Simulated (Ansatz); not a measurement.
**Ga: a two-dimensional sheet**

The cell was found from a structure generator's guess, not taken from experiment.

Computed with DFT PBE, scalar-relativistic, plane waves, PAW (Ansatz 0.2.0). Plane waves to 420 eV, a k mesh through Γ of 24×24×1 on the computed 2-atom cell and Gaussian smearing (0.10 eV); no spin polarisation.

The sheet is periodic along a and b; c holds vacuum.

```
Ga
1.0
     2.81479    0.00000    0.00000
    -1.40739    2.43768    0.00000
     0.00000    0.00000   29.17244
Ga
2
Cartesian
  0.0000 0.0000 9.8550
  0.0000 0.0000 7.1450
```

Energies count from the standard state of Ga at the same level.

- Layer group: p6/mmm (No. 80)
- In-plane cell: a = 2.815 Å, b = 2.815 Å, γ = 120.0°
- Area per atom: 3.43 Å²
- Thickness between the outermost nuclei: 2.71 Å
- Energy over the standard state: +0.19 eV/atom
- Band gap over mesh and path: none (metal or semimetal)
- Density of states at the Fermi level: 1.1 states/eV per cell
- Löwdin character within 0.5 eV of the Fermi level: Ga 4p 80 %, Ga 4s 17 %
- Bader charges (e): Ga1 0.00, Ga2 0.00

Levels along Γ–M–K–Γ, in eV from the Fermi level, sorted by energy at each point. Points in fractions of the primitive reciprocal vectors: Γ (0.000 0.000 0.000), M (0.500 0.000 0.000), K (0.333 0.333 0.000).
```tsv
point	k (1/Å, with 2π)	band 11	band 12	band 13	band 14	band 15	band 16
Γ	0.000	-10.29	-8.14	-2.75	1.28	3.61	4.15
-	0.184	-10.16	-8.02	-2.61	1.41	3.74	4.28
-	0.368	-9.77	-7.65	-2.21	1.80	4.12	4.66
-	0.552	-9.12	-7.02	-1.54	2.44	4.73	5.31
-	0.736	-8.19	-6.12	-0.66	3.05	3.26	5.08
-	0.920	-6.99	-4.94	0.14	0.90	2.42	4.61
-	1.105	-5.53	-3.48	-1.70	0.23	1.70	5.91
M	1.289	-4.19	-3.29	-1.88	-1.63	2.35	5.77
-	1.395	-4.15	-3.24	-1.84	-1.58	2.39	5.81
-	1.501	-4.04	-3.09	-1.73	-1.43	2.50	5.64
-	1.608	-3.86	-2.84	-1.54	-1.18	2.66	4.20
-	1.714	-3.60	-2.49	-1.27	-0.83	2.53	3.13
-	1.820	-3.28	-2.05	-0.94	-0.39	1.29	3.12
-	1.927	-2.94	-1.52	-0.54	0.06	0.15	1.82
K	2.033	-2.72	-0.90	-0.90	-0.24	0.77	0.77
-	2.245	-4.02	-1.92	-0.59	0.58	1.46	2.26
-	2.458	-5.88	-3.84	0.78	1.78	2.38	3.05
-	2.671	-7.47	-5.42	0.00	3.16	3.87	4.46
-	2.883	-8.72	-6.63	-1.15	2.81	5.05	5.59
-	3.096	-9.60	-7.48	-2.03	1.97	4.29	4.84
-	3.308	-10.12	-7.98	-2.57	1.46	3.78	4.32
Γ	3.521	-10.29	-8.14	-2.75	1.28	3.61	4.15
```

The last run used a 24×24×1 mesh for its 2-atom cell and Gaussian smearing of 0.10 eV.
